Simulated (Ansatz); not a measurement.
## Property card for Al$_{2}$B$_{3}$P$_{5}$

These are results of DFT PBE, scalar-relativistic, plane waves, PAW (Ansatz 0.2.0), not measurements.

Settings: cutoff 420 eV, Γ-centred mesh 12×12×12 on the computed 10-atom cell, Gaussian smearing of 0.02 eV; no spin polarisation.

The structure is relaxed at this level of theory with its symmetry kept, and needn't be the ground state of this composition.

```xyz
10
Lattice="-1.7171 1.7171 12.7918 1.7171 -1.7171 12.7918 1.7171 1.7171 -12.7918" Properties=species:S:1:pos:R:3 pbc="T T T"
Al    0.0000    0.0000   22.9352
Al    0.0000    0.0000    2.6484
B     0.0000    0.0000   12.7918
B     0.0000    0.0000   18.0838
B     0.0000    0.0000    7.4997
P     1.7171    0.0000   11.6966
P     1.7171    0.0000    1.0952
P     0.0000    1.7171    4.2005
P     1.7171    0.0000    6.3959
P     0.0000    1.7171    8.5913
```

- Space group: I-4m2 (No. 119)
- Volume per atom: 15.09 Å³
- Formation energy from the elements' standard states (uncorrected): -0.272 eV/atom
- Kohn–Sham band gap: 0.62 eV
- Orbital (Löwdin) character of the top 1 eV of the valence band: P 3p 75 %, Al 3p 15 %
- Orbital (Löwdin) character of the lowest 1 eV of the conduction band: B 2p 20 %, Al 3p 19 %, P 3p 16 %, P 3s 16 %, B 2s 12 %, unprojected 15 %
- Bader charge by site (e): Al (2 in the cell) 2.12, B (1 in the cell) 0.45, B (2 in the cell) 0.42, P (2 in the cell) -1.29, P (2 in the cell) -1.30, P (1 in the cell) -0.35

The cell was found from a structure generator's guess, not taken from experiment. Kohn–Sham gaps at this level usually fall short of measured ones. Löwdin shares on free-atom orbitals overweight diffuse shells in the empty bands.
